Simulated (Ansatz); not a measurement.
The calculation used Ansatz 0.2.0, DFT PBE, scalar-relativistic, plane waves, PAW. All cells share a 420 eV cutoff and Γ-centred k meshes spaced at most about 0.3 Å⁻¹ (about 0.25 or finer for metals, 2π included). No spin polarisation in the final relaxations.

These are static total energies at zero pressure.

Compare these two cells of Cd₃F, each relaxed at this level.

1.

```
CELL_PARAMETERS angstrom
5.49163 0.00000 0.00000
0.00000 5.49163 0.00000
0.00000 0.00000 5.49163
ATOMIC_POSITIONS crystal
Cd 0.25000 0.00000 0.50000
Cd 0.75000 0.00000 0.50000
Cd 0.00000 0.50000 0.25000
Cd 0.00000 0.50000 0.75000
Cd 0.50000 0.75000 0.00000
Cd 0.50000 0.25000 0.00000
F 0.00000 0.00000 0.00000
F 0.50000 0.50000 0.50000
```

2.

```
CELL_PARAMETERS angstrom
4.36680 0.00000 0.00000
0.00000 4.36680 0.00000
0.00000 0.00000 4.36680
ATOMIC_POSITIONS crystal
Cd 0.00000 0.50000 0.50000
Cd 0.50000 0.00000 0.50000
Cd 0.50000 0.50000 0.00000
F 0.00000 0.00000 0.00000
```

**Question.** Which form is favoured at zero pressure, and by what margin per atom?

**Answer.** Cell 1 is lower, by 13 meV/atom. Cell 1 has space group Pm-3n (No. 223), 20.7 Å³/atom and no gap on its mesh; cell 2 has space group Pm-3m (No. 221), 20.8 Å³/atom and no gap. Counting Cd atoms around F (those within 1.25 times the shortest such distance or 1.15 times the sum of covalent radii, 1.27 where that leaves under three; the shortest distance is added where it exceeds 1.18 times the sum of covalent radii), cell 1 and cell 2 both have F 12 from 3.1 Å. Both come from invented guesses. A third cell relaxed alike, in P4/mmm, lies 80 meV/atom below the lower of the two.

For metals, differences of a few meV/atom aren't resolved. In Pm-3m an odd number of electrons in the primitive cell allows no gap without spin; a larger cell or a magnetic state could open one. Cells relaxed within their symmetry can be saddle points.
